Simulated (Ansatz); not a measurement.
W:
```cif
data_W2
_chemical_formula_sum 'W2'
_space_group_name_H-M_alt 'Im-3m'
_space_group_IT_number 229
_space_group_name_Hall '-I 4 2 3'
_cell_length_a 3.15937
_cell_length_b 3.15937
_cell_length_c 3.15937
_cell_angle_alpha 90.000
_cell_angle_beta 90.000
_cell_angle_gamma 90.000
loop_
_atom_site_label
_atom_site_type_symbol
_atom_site_symmetry_multiplicity
_atom_site_Wyckoff_symbol
_atom_site_fract_x
_atom_site_fract_y
_atom_site_fract_z
_atom_site_occupancy
W1 W 2 a 0.00000 0.00000 0.00000 1
```
(The calculation used a cell of 1 atom; values per cell refer to that cell.)

Relaxed with PBE+D3(BJ).

Problem. Which orbitals make up the states near the Fermi level in DFT-PBE+D3(BJ) in the program Ansatz with PAW potentials?

Solution. Within 0.5 eV of the Fermi level: W 5d 87 %, outside the projected shells 8 %. Projections are on Löwdin-orthogonalised atomic valence shells; empty p or d shells of many metals are not among them.

Problem. Tabulate the density of states.

Solution. States/eV per cell of 1 atom, in 0.25 eV bins, energy from the Fermi level.

| E (eV) | total | W 5d | W 6s | W 5p |
|---|---|---|---|---|
| -7.85 | 0.10 | 0.01 | 0.09 | 0.00 |
| -7.60 | 0.11 | 0.01 | 0.10 | 0.00 |
| -7.35 | 0.13 | 0.01 | 0.11 | 0.00 |
| -7.10 | 0.15 | 0.02 | 0.12 | 0.00 |
| -6.85 | 0.18 | 0.03 | 0.13 | 0.01 |
| -6.60 | 0.22 | 0.06 | 0.15 | 0.01 |
| -6.35 | 0.43 | 0.21 | 0.20 | 0.01 |
| -6.10 | 0.62 | 0.38 | 0.22 | 0.01 |
| -5.85 | 0.67 | 0.44 | 0.21 | 0.01 |
| -5.60 | 0.75 | 0.54 | 0.19 | 0.01 |
| -5.35 | 0.82 | 0.63 | 0.17 | 0.01 |
| -5.10 | 0.93 | 0.76 | 0.15 | 0.01 |
| -4.85 | 1.12 | 0.96 | 0.14 | 0.02 |
| -4.60 | 1.07 | 0.93 | 0.12 | 0.02 |
| -4.35 | 0.61 | 0.55 | 0.05 | 0.01 |
| -4.10 | 0.40 | 0.37 | 0.02 | 0.01 |
| -3.85 | 0.34 | 0.32 | 0.01 | 0.00 |
| -3.60 | 1.15 | 1.12 | 0.01 | 0.01 |
| -3.35 | 2.03 | 1.97 | 0.01 | 0.03 |
| -3.10 | 1.51 | 1.45 | 0.02 | 0.02 |
| -2.85 | 1.11 | 1.05 | 0.03 | 0.01 |
| -2.60 | 1.06 | 0.97 | 0.05 | 0.01 |
| -2.35 | 1.16 | 1.03 | 0.07 | 0.02 |
| -2.10 | 1.90 | 1.63 | 0.17 | 0.03 |
| -1.85 | 1.44 | 1.24 | 0.13 | 0.02 |
| -1.60 | 1.04 | 0.90 | 0.08 | 0.01 |
| -1.35 | 0.73 | 0.61 | 0.06 | 0.01 |
| -1.10 | 0.43 | 0.33 | 0.05 | 0.01 |
| -0.85 | 0.38 | 0.30 | 0.04 | 0.00 |
| -0.60 | 0.37 | 0.29 | 0.03 | 0.00 |
| -0.35 | 0.36 | 0.29 | 0.02 | 0.00 |
| -0.10 | 0.39 | 0.33 | 0.02 | 0.00 |
| 0.15 | 0.56 | 0.49 | 0.02 | 0.00 |
| 0.40 | 0.68 | 0.62 | 0.02 | 0.00 |
| 0.65 | 0.70 | 0.67 | 0.02 | 0.00 |
| 0.90 | 0.76 | 0.73 | 0.02 | 0.00 |
| 1.15 | 0.84 | 0.80 | 0.02 | 0.00 |
| 1.40 | 0.97 | 0.93 | 0.01 | 0.00 |
| 1.65 | 1.07 | 1.03 | 0.02 | 0.00 |
| 1.90 | 1.04 | 1.01 | 0.01 | 0.00 |
| 2.15 | 1.19 | 1.15 | 0.01 | 0.00 |
| 2.40 | 1.11 | 1.08 | 0.01 | 0.00 |
| 2.65 | 1.11 | 1.08 | 0.01 | 0.00 |
| 2.90 | 1.46 | 1.41 | 0.03 | 0.00 |
| 3.15 | 2.82 | 2.66 | 0.12 | 0.00 |
| 3.40 | 1.15 | 0.97 | 0.13 | 0.00 |
| 3.65 | 0.81 | 0.61 | 0.14 | 0.00 |
| 3.90 | 0.61 | 0.46 | 0.11 | 0.00 |
| 4.15 | 0.54 | 0.39 | 0.09 | 0.00 |
| 4.40 | 0.49 | 0.35 | 0.08 | 0.00 |
| 4.65 | 0.46 | 0.34 | 0.07 | 0.00 |

The cell was relaxed with PBE+D3(BJ) under the symmetry of its start. No spin polarisation was allowed. The pairwise dispersion correction was not fitted to metals. Spin–orbit coupling is left out wherever it is not named.

Potentials: the later of the program's two PAW sets.
